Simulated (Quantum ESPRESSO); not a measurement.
# Strain and stress in Mg2CaZnO4

These are calculations, not measurements. They come from pw.x of Quantum ESPRESSO 7.5, a plane-wave density functional program, with PseudoDojo standard norm-conserving files (v0.5 for PBE, v0.4.1 for LDA and PBEsol). The cells are made up: elements, strain and atom displacements were drawn at random, and nothing was relaxed. There is no spin polarisation, spin-orbit coupling or dispersion term.

The cell has 8 sites of a rocksalt lattice. Sites 1 to 4 hold Mg Mg Ca Zn; sites 5 to 8 hold O O O O. Cell vectors in Å: (4.351, 0.029, -0.016); (0.029, 4.372, -0.038); (-0.016, -0.038, 4.325). Settings: PBE, cutoff 1143 eV, 4 x 4 x 4 k mesh shifted by half a step, Fermi-Dirac smearing of 0.025 eV.

Each run adds a strain along z to one cell, with the atoms carried along; the vectors above are those of run 5. Stress is positive in tension and P is minus a third of its trace. E is the free energy for each atom above the lowest run shown.

```
run,strain (%),s_xx (GPa),s_yy (GPa),s_zz (GPa),s_xy (GPa),P (GPa),E (meV/atom)
1,-2.05,-14.95,-13.79,-19.79,1.28,16.18,32.51
2,-1.48,-14.27,-13.15,-17.44,1.30,14.95,25.67
3,-1.27,-14.03,-12.92,-16.61,1.30,14.52,23.37
4,-0.78,-13.47,-12.38,-14.75,1.31,13.53,18.42
6,1.58,-10.94,-9.96,-7.08,1.36,9.33,2.06
7,2.08,-10.44,-9.47,-5.70,1.37,8.54,0.00
5,-0.04,?,?,?,?,?,?
```

A rerun of one of these cells at 1437 eV and k mesh 6 x 6 x 6 moved values by no more than 0.002 eV in the cell's energy, 0.05 GPa in stress and 0.003 eV/Å in force.

## Worked fit

A parabola through the six runs shown gives s_zz = -11.97 + 3.41 e - 0.194 e² GPa, with e in per cent and a scatter of 0.02 GPa. The slope is a stiffness of 341 ± 3 GPa for each unit of this strain at e = 0. The atoms are clamped, and relaxing them would in general lower it. The error is the larger of the fit's own and the change that a cubic makes, rounded up.

## Withheld run

Question: what s_zz should run 5 give?

The fit gives -12.11 GPa. The calculation gave -12.12 GPa.

```
run  strain (%)  s_xx (GPa)  s_yy (GPa)  s_zz (GPa)  s_xy (GPa)  P (GPa)  E (meV/atom)
  5       -0.04      -12.65      -11.60      -12.12        1.33    12.12         12.03
```